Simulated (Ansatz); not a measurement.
A geometry of AlAu away from equilibrium: the start of the relaxation of a relaxed AlAu cell deformed by the Cartesian strain tensor (xx, yy, zz, yz, xz, xy) = (0.068, 0.064, 0.123, -0.058, 0.053, -0.027). These are PBEsol (plane waves to 420 eV, PAW, scalar-relativistic; Ansatz, a quantum-chemistry and plane-wave program) values and carry that method's errors. Γ-centred k-mesh 5×9×5 on the run's cell (coarser than for final values), Fermi–Dirac smearing 0.05 eV.

```xyz
8
Lattice="6.7466 -0.1674 0.3316 -0.0891 3.5763 -0.1933 0.0164 -0.3585 7.1393" Properties=species:S:1:pos:R:3 pbc="T T T"
Al     3.6436     2.2963     5.8971
Al     3.0303     0.7542     1.3807
Al     6.1407     2.4139     2.4393
Al     0.5332     0.6366     4.8384
Au     2.0302     2.4600     3.3503
Au     4.6437     0.5904     3.9274
Au     1.1898     2.6494    -0.0501
Au     5.4841     0.4011     7.3278
```

Predict the force on each atom, in eV/Å.


| atom | Fx | Fy | Fz |
|---|---|---|---|
| Al1 | 0.19 | 0.01 | -0.17 |
| Al2 | -0.19 | -0.01 | 0.17 |
| Al3 | 0.05 | -0.18 | -0.01 |
| Al4 | -0.05 | 0.18 | 0.01 |
| Au5 | -0.22 | -0.04 | 0.11 |
| Au6 | 0.22 | 0.04 | -0.11 |
| Au7 | 0.20 | -0.21 | 0.07 |
| Au8 | -0.20 | 0.21 | -0.07 |

What is the pressure?

-15.1 GPa, compression positive.

How far above the relaxed end point is this geometry?

0.32 eV/atom; the path ends in P2₁/m (No. 11).

No spin polarisation in the result.

The run could not lose the symmetry of its start.

The cell that was disturbed is our relaxation of an entry of Materials Project.
